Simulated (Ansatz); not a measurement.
# Is this In3O structure a true minimum?

It was reached by relaxing an invented guess, and it needn't be the stable form of this composition.

These are results of DFT PBE, scalar-relativistic, plane waves, PAW in Ansatz 0.2.0, not measurements. Cutoff 420 eV; k points 12×12×4 on the computed 4-atom cell (Γ-centred); Gaussian smearing, width 0.10 eV; no spin polarisation.

The cell below (4 atoms, space group P3m1 (No. 156)) is relaxed within its symmetry.

```yaml
crystal:
  lattice:
    - [3.36925, 0.00000, 0.00000]
    - [-1.68463, 2.91786, 0.00000]
    - [0.00000, 0.00000, 9.24375]
  atoms:
    - { symbol: In, position: [0.33333, 0.66667, 0.89992] }
    - { symbol: In, position: [0.33333, 0.66667, 0.21915] }
    - { symbol: In, position: [0.66667, 0.33333, 0.59300] }
    - { symbol: O, position: [0.00000, 0.00000, 0.32931] }
```

For the test a repeat of it with 8 atoms (edges 3.37, 3.37, 18.49 Å) was strained at random (σ = 1.5 % a component), the atoms were moved at random (σ = 0.15 Å), and all was relaxed again on a coarse 6×6×2 mesh (in the run’s order of axes) with 0.20 eV smearing, with no symmetry imposed.

An odd number of electrons in the primitive cell allows no gap without spin; a larger cell or a magnetic state could open one.

Problem. Does it come back?

Solution. It doesn't return. The energy falls by 69 meV/atom on that mesh, the volume changes by 0.3 %, and the end has space group Cm (No. 8) at a loose tolerance. Relaxed again on a 12×12×4 mesh with 0.10 eV smearing, the new structure lies 60 meV/atom below the first (mesh in the axes of the run's cell; the cell below is made exact in the group named). Space group Cm (No. 8), monoclinic, a = 5.809 Å, b = 3.355 Å, c = 9.615 Å, β = 102.1°. Around In on its first site lie 1 In at 3.02 Å and 9 In at 3.35–3.56 Å; In on its second site has 3 O at 2.24 Å and 1 In at 3.02 Å; around In on its third site lie 1 O at 2.29 Å and 9 In at 3.35–3.56 Å; around O lie 4 In at 2.24–2.29 Å.

```
In O
1.0
     2.90458   -1.67730    0.00000
     2.90458    1.67730    0.00000
    -2.01676    0.00000    9.40107
In O
3 1
Cartesian
  1.8330 0.0000 8.4496
  3.8277 0.0000 2.0720
  -0.0482 0.0000 5.4794
  -0.0441 0.0000 3.1902
```
